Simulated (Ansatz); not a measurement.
From three elastic constants to directional properties of TiRe

Theory: Ansatz 0.2.0, DFT LDA, scalar-relativistic, plane waves, PAW. Settings: 420 eV plane-wave cutoff, Γ-centred 14×14×14 mesh, Fermi-Dirac smearing of 0.15 eV. No spin polarisation.

The cell, relaxed at this level:
```
Ti Re
1.0
     3.06143    0.00000    0.00000
     0.00000    3.06143    0.00000
     0.00000    0.00000    3.06143
Ti Re
1 1
Direct
  0.50000 0.50000 0.50000
  0.00000 0.00000 0.00000
```

In a metal, frequencies and elastic constants depend on the k mesh and the smearing, soft modes and shear constants most. Spin–orbit coupling is left out, which can shift energies with elements as heavy as these.

With ions relaxed, on the cubic axes: C11 = 400.7, C12 = 183.9, C44 = 79.2 GPa. The density is 13.547 g/cm³.

Q: Is the crystal stable against strain, and how anisotropic is it?

A: Born's conditions hold: C11 + 2C12 = 768.5, C11 − C12 = 216.7 and C44 = 79.2 GPa are all positive. B = (C11 + 2C12)/3 = 256.2 GPa. The two shear moduli are C44 and C′ = (C11 − C12)/2 = 108.4 GPa, so Zener's ratio is A = C44/C′ = 0.73: the shear C44 is the soft one, as in NaCl, KCl, the halide perovskites and the bcc metals V, Nb, Cr and Mo. The Cauchy pressure C12 − C44 is 104.8 GPa; it would vanish for pair forces between atoms on inversion centres at zero pressure, and a positive value is usual with metallic or many-body binding.

Q: Give the sound speeds along the three symmetry directions.

A: The Christoffel equation gives ρv² for each branch:
```csv
direction,branch,ρv²,GPa,v (m/s)
[100],L,C11,400.7,5438
[100],T (×2),C44,79.2,2417
[110],L,(C11 + C12 + 2C44)/2,371.5,5237
[110],"T, u ∥ [001]",C44,79.2,2417
[110],"T, u ∥ [1-10]",(C11 − C12)/2,108.4,2828
[111],L,(C11 + 2C12 + 4C44)/3,361.7,5167
[111],T (×2),(C11 − C12 + C44)/3,98.6,2698
```

Q: How does Young's modulus depend on direction?

A: Inverting gives S11 = 3.510, S12 = -1.104, S44 = 12.631 TPa⁻¹. Along a unit vector (l, m, n), 1/E = S11 − 2(S11 − S12 − S44/2)(l²m² + m²n² + n²l²), where the last bracket is 0, 1/4 and 1/3 for [100], [110] and [111]: E = 285, 229 and 215 GPa. With A < 1 the cube edge is stiffest. For a film on (001), the biaxial modulus is C11 + C12 − 2C12²/C11 = 416 GPa and the normal strain is −2C12/C11 = -0.92 times the in-plane one.